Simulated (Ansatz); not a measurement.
Te$_{2}$Mo in space group P6_3/mmc (No. 194; Te on 4f, Mo on 2c) at seven volumes, plane-wave PAW LDA (Ansatz code), shape and atoms relaxed at each. One row is withheld.

```
V (Å³/atom)  P (GPa)
-----------  -------
21.826          5.98
22.546          3.39
23.265          1.44
23.985          0.00
24.704             ?
25.424         -1.44
26.143         -1.64
```

Question: Fit the shown pressures and predict the withheld one.

Answer: Third-order Birch–Murnaghan: P = (3/2)B₀(x^(7/2) − x^(5/2))[1 + (3/4)(B′ − 4)(x − 1)] with x = (V₀/V)^(2/3). Least squares on the six rows gives V₀ = 24.018 Å³/atom, B₀ = 36.38 GPa, B′ = 12.63. At V = 24.704, x = 0.9814 and P = -0.85 GPa. The run itself gave -0.94 GPa.

The LDA relaxation kept the symmetry of its start. No spin polarisation was allowed. A crystal of weakly bound layers computed without a dispersion correction: the cell and the soft elastic constants depend strongly on that. Scalar-relativistic: spin–orbit coupling is off unless named, which matters more the heavier the elements.

Potentials: the earlier of the program's two PAW sets. The files were generated under PBE; for other functionals the program regenerates the frozen cores, and for LDA and PBEsol the local potential too.
